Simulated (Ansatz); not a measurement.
**In3P: all-electron results**

```
P In
1.0
     0.00000    3.67189    3.67189
     3.67189    0.00000    3.67189
     3.67189    3.67189    0.00000
P In
1 3
Cartesian
  0.0000 0.0000 0.0000
  3.6719 3.6719 3.6719
  1.8359 1.8359 1.8359
  5.5078 5.5078 5.5078
```

Atoms are numbered in the order listed.

The structure comes from a relaxation in the same program, started in the D03 type, and has space group Fm-3m. Whether it is a known phase or the ground state wasn't checked.

Spin–orbit coupling is left out, though it moves levels of the heavy atoms by tenths of an eV or more.

Methods: DFT, PBE, all-electron LAPW, scalar-relativistic (Ansatz 0.2.0); DFT, PBE, PAW with Ansatz's default frozen-core files, scalar-relativistic (Ansatz 0.2.0).

For LAPW: a Γ-centred 10×10×10 k mesh, Fermi–Dirac smearing of 0.03 eV, basis error target 1 meV/atom, no spin polarisation. PAW takes a cutoff of 420 eV at this cell. The Ansatz runs share mesh, smearing and spin set-up. Values come from LAPW unless marked.

* Band gap: none: bands cross the Fermi level, a metal
* Density of states at the Fermi level (0.2 eV bin): 1.99 states/eV per cell
* Löwdin charges (with 0.09 e of the cell spilling out of the atomic basis, so their sizes and signs hang on that basis): P1 -0.10, In2 0.03, In3 0.07 e
* Bader charges (from the PAW run): P1 -0.74, In2 +0.16, In3 +0.29 e
* Volume per atom: 167.0 bohr³
* Pressure at this cell: 0.02 GPa
